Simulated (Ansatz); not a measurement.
An Ansatz (a first-principles code) run. Input:

Ansatz 0.2 input:
```yaml
crystal:
  lattice:
    - [0.0, 2.4341701233, 2.4341701233]
    - [2.4341701233, 0.0, 2.4341701233]
    - [2.4341701233, 2.4341701233, 0.0]
  atoms:
    - { symbol: Be, position: [0.0, 0.0, 0.0] }
    - { symbol: S, position: [0.25, 0.25, 0.25] }
kpoints:
  mp_grid: { grid: [7, 7, 7] }
hamiltonian:
  xc: hse06
  pseudopotentials: { azcp: { folder: ./paw }, kind: paw }
scf:
  n_extra_bands: 6
  occupations: { method: fixed }
output:
  eigenvalues: true
  eigenstates:
    e_range: [-9.0, 13.4]
    kpoints:
      - [0.0, 0.0, 0.0]  # VBM
      - [0.0, 0.5, 0.5]  # CBM
      - [0.0, 0.0, 0.0]  # GAMMA
      - [0.5, 0.0, 0.5]  # X
      - [0.5, 0.5, 0.5]  # L
      - [0.5, 0.25, 0.75]  # W
      - [0.375, 0.375, 0.75]  # K
      - [0.625, 0.25, 0.625]  # U
```

Output (shortened):

```
Pseudopotential: Be, paw, valence charge 2
Pseudopotential: S, paw, valence charge 6
Functional definition: HSE06
davidson cushion auto → on  (no smearing: the cushion is to keep the highest requested band from converging to the state above it …
Crystal: 2 atoms, lattice volume = 28.846 Å³
Basis set: ecut = 420 eV, 537 PW (Γ)
Bands: 10, of which v1, the nominal top of the filled ones, is band 4 counted from 1 (3 counted from 0)
Symmetry: 24 space group operations
Space group: F-43m (ITA 216), of the structure as read, at distance tolerance 3.1e-5 Å
k-points: 20 of 343 (time reversal used)
SCF iter   1: F=—  HF=-997.090327 eV  |F-HF|=—  |Δ(HF+E_count)|=         —  Δρ=4.36e-2  dr2=5.18e-1  ethr=1.00e-1  ⟨swp⟩=4.8  Hψ=822  notcnv=0
preconditioner: auto → none
SCF iter   2: F=—  HF=-996.971504 eV  |F-HF|=—  |Δ(HF+E_count)|=   1.19e-1  Δρ=1.85e-2  dr2=7.98e-2  ethr=6.48e-3  ⟨swp⟩=2.5  Hψ=490  notcnv=0  defer=1
iter 3 solved again at ethr=2.89e-5 eV; its pass at ethr=9.97e-4 eV (dr2=2.31e-3 eV) is discarded
SCF iter   3: F=—  HF=-996.961038 eV  |F-HF|=—  |Δ(HF+E_count)|=   1.05e-2  Δρ=2.63e-3  dr2=2.28e-3  ethr=2.89e-5  ⟨swp⟩=3.3  Hψ=1071  notcnv=0
SCF iter   4: F=-996.961004 eV  HF=-996.960957 eV  |F-HF|=4.65e-5  |Δ(HF+E_count)|=   8.12e-5  Δρ=9.37e-4  dr2=1.40e-4  ethr=2.85e-5  ⟨swp⟩=2.4  Hψ=493  notcnv=0
SCF 1 stopped early in 4 iterations: F = -996.961004 eV  dr2 = 1.40e-4
Crystal: 2 atoms, lattice volume = 28.846 Å³
Exchange kernel: α = 0.2500, screened, ω = 0.2079 Å⁻¹, Wigner–Seitz truncation, v(0) = 1046.6510 eV·Å³, q-mesh 7×7×7, nearest image of the exchange supercell L …
Frozen-core exchange: fock
SCF iter   1: F=—  HF=-997.772561 eV  |F-HF|=—  |Δ(HF+E_count)|=         —  Δρ=4.08e-3  dr2=3.37e-3  ethr=1.75e-5  ⟨swp⟩=5.7  Hψ=930  notcnv=0
preconditioner: auto → none
SCF iter   2: F=—  HF=-997.771520 eV  |F-HF|=—  |Δ(HF+E_count)|=   1.04e-3  Δρ=1.65e-3  dr2=5.87e-4  ethr=1.75e-5  ⟨swp⟩=2.6  Hψ=503  notcnv=0
SCF iter   3: F=—  HF=-997.772812 eV  |F-HF|=—  |Δ(HF+E_count)|=   1.29e-3  Δρ=2.95e-4  dr2=2.59e-5  ethr=5.73e-6  ⟨swp⟩=2.6  Hψ=500  notcnv=0
SCF iter   4: F=—  HF=-997.772804 eV  |F-HF|=—  |Δ(HF+E_count)|=   8.43e-6  Δρ=4.04e-5  dr2=2.01e-6  ethr=2.58e-7  ⟨swp⟩=3.0  Hψ=590  notcnv=0
SCF iter   5: F=-997.772817 eV  HF=-997.772817 eV  |F-HF|=2.38e-7  |Δ(HF+E_count)|=   1.29e-5  Δρ=4.18e-5  dr2=4.90e-7  ethr=2.47e-9  ⟨swp⟩=4.2  Hψ=746  notcnv=0  defer=1
SCF 2 stopped early in 5 iterations: F = -997.772817 eV  dr2 = 4.90e-7
hybrid outer 1: dexx = +1.579e-3 eV, tail = 1.87e-6 eV
Crystal: 2 atoms, lattice volume = 28.846 Å³
Exchange kernel: α = 0.2500, screened, ω = 0.2079 Å⁻¹, Wigner–Seitz truncation, v(0) = 1046.6510 eV·Å³, q-mesh 7×7×7, nearest image of the exchange supercell L …
Frozen-core exchange: fock
SCF iter   1: F=—  HF=-997.772811 eV  |F-HF|=—  |Δ(HF+E_count)|=         —  Δρ=1.38e-5  dr2=2.37e-8  ethr=1.17e-7  ⟨swp⟩=2.4  Hψ=488  notcnv=0
preconditioner: auto → none
iter 2 solved again at ethr=1.81e-11 eV; its pass at ethr=2.76e-10 eV (dr2=1.44e-9 eV) is discarded
SCF iter   2: F=-997.772811 eV  HF=-997.772811 eV  |F-HF|=9.00e-10  |Δ(HF+E_count)|=   4.91e-9  Δρ=5.15e-6  dr2=3.32e-9  ethr=1.81e-11  ⟨swp⟩=2.0  Hψ=1191  notcnv=0
SCF 3 converged in 2 iterations: F = -997.772811 eV  dr2 = 3.32e-9
hybrid outer 2: dexx = +1.439e-8 eV, tail = 7.55e-9 eV, Δε = 8.27e-4 eV (about 7.21e-5 eV left of the loop's levels)
NSCF: frozen V_eff on 8 k-points
hybrid SCF converged: 2 outer / 7 inner (+4 warm-up), last move |dexx| = 1.44e-8 eV, tail = 7.55e-9 eV
Stability not checked (fock_operator)
Free energy (F): -997.772811 eV
Frozen-core exchange: fock
Harris-Foulkes:  -997.772811 eV  (|F-HF|=9.00e-10)
Internal energy: -997.772811 eV  (E = F + TS)
E sigma→0 (E₀):  -997.772811 eV
Fermi energy:    4.561098 eV
--- Per-component energies (eV) ---
  E_band       = -8.375931
  E_kinetic    = 126.914830
  E_local      = -120.872721  (includes V_loc(G=0)·N_el)
  E_nonlocal   = 37.709143
  E_hartree    = 36.000797
  E_xc         = -88.752754
  E_vxc        = -84.007466  (∫ρ·V_xc dr)
  E_exx        = -14.245235  (= α·E_x^exact, valence–valence)
  E_paw        = -674.737830  (= ΣΔE_a)
  E_vpaw       = -11.630694  (= ΣTr[D̂ρ^β])
  E_aug_tail   = -0.000001  (compensation charges beyond the density's cutoff)
  E_ewald      = -299.687125
  E_core_change = -0.101916  (= ΣΔE_core)
  E_smearing   =  0.000000  (= −TS)
  E_closure    = 0.000000  (closes the sum)
  Σ components = -997.772811   (vs F -997.772811, Δ=0.00e0)
  [band-id]    e_kinetic+e_local+e_nonlocal+2·e_hartree+e_vxc+2·e_exx+e_vpaw+e_augmentation_tail = -8.375784   (vs E_band -8.375931, Δ=1.47e-4)
--- Band table (eV; the first three rows and the last of 20) ---
  k-point 0: bands = ["-10.4372", "4.5611", "4.5611", "4.5611", "11.4370", "11.4370", "11.4370", "11.5305", "18.6937", "18.6937"]
  k-point 1: bands = ["-10.1873", "2.9831", "4.2987", "4.2987", "11.2962", "11.9033", "11.9033", "13.2205", "17.8607", "17.8607"]
  k-point 2: bands = ["-9.5225", "0.3849", "3.8150", "3.8150", "11.2102", "12.4407", "12.4407", "15.6832", "17.9861", "17.9861"]
  k-point 19: bands = ["-8.1011", "-0.2138", "0.1946", "1.6750", "11.3405", "13.7930", "15.0874", "15.4379", "18.7724", "20.6388"]
```

Cost: around 40 core-seconds (rough) on shared cores.

The points marked VBM and CBM come from a semilocal run.

The r²SCAN relaxation kept the symmetry of its start.

Potentials: the earlier of the program's two PAW sets. The files were generated under PBE; for other functionals the program regenerates the frozen cores, and for LDA and PBEsol the local potential too.

Ansatz is a plane-wave DFT program.
